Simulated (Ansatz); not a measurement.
A scan (energy over volume and axial ratio; atoms clamped) gave these values. All values below come from PBEsol (plane waves to 420 eV, PAW, scalar-relativistic; Ansatz, a program for electronic structure).

The shear modulus C′ = (C11 − C12)/2 (fit, atoms clamped) comes out as 85 GPa.

Problem. Of these crystals, all scanned alike, which one is it?
A) Lu₃InN (anti-perovskite)
B) MgSe (rock salt)
C) InAs (zinc blende)
D) YN (rock salt)

Solution. A, Lu₃InN (anti-perovskite). The others have, for the shear modulus C′ = (C11 − C12)/2: YN 132 GPa, InAs 17 GPa, MgSe 46 GPa

All were relaxed with their symmetry unable to fall. At this level the bands of InAs touch or barely overlap; measurements give the solid a gap. Lu3InN is run without spin polarisation. YN is run without spin polarisation. With partly filled bands, the response to shear is sensitive to the k mesh, so small differences along c/a are uncertain.

(A scan under strain: stresses follow from slopes of the energy per volume, elastic moduli from its curvatures.)
